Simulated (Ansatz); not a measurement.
Cl:
```
CELL_PARAMETERS angstrom
      3.77949     0.00000     0.00000
     -1.88975     3.27314     0.00000
      0.00000     0.00000     7.51674
ATOMIC_POSITIONS crystal
  Cl 0.00000 0.00000 0.00000
  Cl 0.00000 0.00000 0.50000
  Cl 0.33333 0.66667 0.25000
  Cl 0.66667 0.33333 0.75000
```

Relaxed with PBE. Special points in fractions of this cell's reciprocal vectors: Γ (0.000, 0.000, 0.000); M (0.500, 0.000, 0.000); K (0.333, 0.333, 0.000); A (0.000, 0.000, 0.500); L (0.500, 0.000, 0.500); H (0.333, 0.333, 0.500).

**Question.** List the band energies nearest the Fermi level at these points for PBE (plane waves, PAW; program Ansatz).

**Answer.** In eV from the Fermi level; about four levels below and three above (degenerate sets whole), none deeper than 8.9 eV; … stands for higher levels left out; points with the same levels are listed once.

```
k                                below           above
-  -----------------------------------  --------------
Γ              -1.36 -1.36 -0.28 -0.28     0.48 7.63 …
M              -2.14 -1.81 -1.80 -1.74  0.28 0.46 0.64
K              -0.58 -0.58 -0.23 -0.23          0.66 …
A  -0.66 -0.66 -0.66 -0.66 -0.45 -0.45               …
L              -0.40 -0.40 -0.26 -0.26               …
H              -2.20 -2.20 -0.04 -0.04     0.52 0.52 …
```

Space group P6_3/mmc (dhcp (α-La type)). The cell is a constructed one: a structure type filled with these elements; neither database checked (COD, Materials Project) lists it. It is not the usual solid phase (space group No. 64). The cell was relaxed with PBE under the symmetry of its start; its stability against distortions is not shown here. The substance is a gas or liquid at ambient conditions. A crystal of weakly bound molecules computed without a dispersion correction: the cell and the soft elastic constants depend strongly on that.

Potentials: the later of the program's two PAW sets.
